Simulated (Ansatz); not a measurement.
# Ti3O (P6_3/mcm): electronic heat capacity and spin susceptibility from the density of states

These are results of Ansatz 0.2.0, DFT r2SCAN, scalar-relativistic, plane waves, PAW, not measurements.

Plane waves to 500 eV, a k mesh through Γ of 12×12×8 on the computed 8-atom cell and Gaussian smearing (0.10 eV); no spin polarisation.

Relaxed cell: P6_3/mcm, a = 5.129 Å, b = 5.129 Å, c = 4.854 Å, α = 90.00°, β = 90.00°, γ = 120.00°, 8 atoms in the primitive cell. Whether it is the stable form of this composition wasn't checked.

The density of states at the Fermi level is 3.947 states/eV in the cell of 8 atoms (2 formula units; both spins, tetrahedra on a 18×18×12 mesh). Averaged over bins of 0.1 eV the density runs from 3.0 to 9.1 states/eV within 0.2 eV of the Fermi level, so the figure hangs on the exact place of that level.

Task: What Sommerfeld coefficient and Pauli susceptibility does this give?

Result: Per formula unit N(E_F) = 1.973 states/eV. γ = (π²/3) k_B² N(E_F) N_A = 2.357 mJ/(mol K²) per state/eV, so γ = 4.7 mJ/(mol K²), a mole of formula units. χ_P = μ_B² N(E_F) N_A = 3.23×10⁻⁵ emu/mol per state/eV gives 6.4×10⁻⁵ emu/mol. This is the bare band result: a measured γ of the same phase is as a rule larger by a factor 1 + λ from phonons and spin fluctuations, the spin part of χ is larger by the Stoner factor, and a measured χ also holds orbital and core terms. N(E_F) at one energy is sensitive to the mesh where the density of states has sharp peaks.

A ferromagnetic start lost its moments in a first run, so spin was left out; other magnetic orders weren't tried.

Cost: 1 run of about 3 core-minutes, on Intel Xeon 6975P-C (Granite Rapids) (shared hosts).